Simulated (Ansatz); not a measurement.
Relaxed MgH$_{2}$ (rutile):

```xyz
6
Lattice="4.5173 0.0000 0.0000 0.0000 4.5173 0.0000 0.0000 0.0000 3.0129" Properties=species:S:1:pos:R:3 pbc="T T T"
Mg     0.0000     0.0000     0.0000
Mg     2.2586     2.2586     1.5064
H      1.3751     1.3751     0.0000
H      3.6338     0.8835     1.5064
H      0.8835     3.6338     1.5064
H      3.1422     3.1422     0.0000
```

Scan: atom 5 (H, nearest neighbour Mg at 1.945 Å; its periodic images, 3.0 Å or more away, move with it) is displaced along Cartesian [110], direction (0.707, 0.707, 0.000) in Cartesian axes, by s. The other atoms stay.

Method: PBE (plane waves to 420 eV, PAW, scalar-relativistic; Ansatz, an electronic-structure program). k mesh 6×6×9 (Γ-centred), Fermi-Dirac smearing 0.05 eV. Energies are smeared free energies. MgH2 was relaxed with its symmetry unable to fall. The zero of ΔE is the undisplaced structure.

```
s (Å)   ΔE (meV/cell)
------  -------------
-0.190           23.3
-0.152           14.8
-0.114            8.3
-0.076            3.7
-0.038            0.9
0.000             0.0
0.038             0.9
0.076             3.7
0.114             8.3
0.152            14.8
0.190            23.3
```

Problem. What force constant k = d²E/ds² at s = 0 does the table give?

Solution. 1.3 eV/Å². It is the second difference of the nearest points, corrected with the next pair.

Problem. With k = 1.27 eV/Å² from the forces, is the well harmonic out to s = 0.190 Å?

Solution. ½ks² = 23.0 meV/cell against the computed 23.3 meV/cell, so the well is close to harmonic there.

(A displaced cell: forces are minus the slopes of the energy, force constants its curvatures, and phonons follow from these.)
